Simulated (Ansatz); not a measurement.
A relaxed cell of Si (Fd-3m (No. 227)), relaxed on a k-mesh at least as fine as the one used below. Method: PBE (plane waves to 420 eV, PAW, scalar-relativistic; Ansatz, a program for electronic structure). Γ-centred k-mesh 7×7×4 on the run's cell (coarser than for final values), Fermi–Dirac smearing 0.05 eV.

```
Si
1.0
    0.00000     2.73495     2.73495
    2.73495     0.00000     2.73495
    5.46990     5.46990     0.00000
Si
4
Direct
  0.75000   0.75000   0.37500
  0.75000   0.75000   0.87500
  0.50000   0.50000   0.25000
  0.50000   0.50000   0.75000
```

The atoms are displaced by (Å):

```
atom      ux      uy      uz
----  ------  ------  ------
Si1   -0.008  -0.025   0.057
Si2   -0.002  -0.044  -0.064
Si3   -0.060  -0.054   0.152
Si4   -0.098   0.078  -0.004
```

Question: What forces (eV/Å) and pressure result?

Answer: 
```json
[
 {"atom": "Si1", "Fx": "-0.13", "Fy": "0.25", "Fz": "0.50"},
 {"atom": "Si2", "Fx": "-1.81", "Fy": "0.38", "Fz": "1.26"},
 {"atom": "Si3", "Fx": "1.27", "Fy": "1.03", "Fz": "-1.74"},
 {"atom": "Si4", "Fx": "0.68", "Fy": "-1.66", "Fz": "-0.02"}
]
```

Pressure +1.0 GPa.

Question: Estimate the energy cost of the displacement in the harmonic approximation and compare with the calculation.

Answer: For a harmonic well ΔE = −½ Σ F·u = 0.332 eV a cell, or 83 meV/atom. The calculated energy relative to the undisplaced cell is +0.08 eV/atom, so the harmonic estimate holds well.

No spin polarisation in the result.

The run that gave the undisplaced cell could not lose the symmetry of its start; a randomly shaken copy of 4 atoms returns to this structure.
